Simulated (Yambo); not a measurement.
## How GW settings move the gap: Ba3ZnN2O

G0W0@LDA for Ba$_{3}$ZnN$_{2}$O (space group P4/mmm, No. 123) in Yambo. Reference settings: 4×4×1 Γ-centred k mesh, bands 5 to 235 and a 7 Ry block in the screening, 235 bands in G with the Bruneval-Gonze terminator, plasmon pole fitted at 27.2 eV. The LDA gap Γ → Γ on this mesh is 0.81 eV; G0W0 gaps are taken between the same points.

```tsv
change from the reference	G0W0 gap Γ → Γ (eV)	shift of the valence edge (eV)	rough Yambo cost
reference settings	1.53	-0.23	1
134 bands in W, 134 bands in G	1.57	-0.11	within a factor of two
184 bands in W, 184 bands in G	1.54	-0.18	within a factor of two
wavefunctions cut at 30 Ry	1.49	-0.18	within a factor of two
62 bands in W, 62 bands in G, 6 Ry block	1.79	0.23	about 1/5
93 bands in W, 93 bands in G, 3 Ry block	1.52	0.13	about 1/5
93 bands in W, 93 bands in G, 4 Ry block	1.57	0.10	about 1/4
93 bands in W, 93 bands in G, 6 Ry block	1.59	0.08	about 1/4
134 bands in W, 134 bands in G, 6 Ry block	1.53	-0.08	about 1/2
184 bands in W, 184 bands in G, 2 Ry block	1.37	0.01	about 1/2
184 bands in W, 184 bands in G, 4 Ry block	1.45	-0.10	within a factor of two
62 bands in W, 62 bands in G, 3 Ry block, no terminator	1.72	0.54	about 1/7
62 bands in W, 62 bands in G, no terminator	1.61	0.68	about 1/5
134 bands in W, 134 bands in G, 3 Ry block, no terminator	1.36	0.18	about 1/3
184 bands in W, 184 bands in G, 3 Ry block, no terminator	1.29	0.08	about 1/2
```

The reference isn't shown to be the converged limit. Costs are rough (shared machines), scaled to the same edge states, and given only for runs that recompute the screening. The mesh misses a band edge: along a dense path the LDA gap is 0.46 eV against 0.81 eV on the mesh.

Geometry of the Materials Project entry, not relaxed at this level; primitive cell a = 4.1498 Å, b = 4.1498 Å, c = 9.2928 Å, α = 90.00°, β = 90.00°, γ = 90.00°.

The structure is a Materials Project entry; no match was found in the copy of COD used, and its stability was not checked.

A shift is the quasiparticle energy of the state minus its LDA energy.
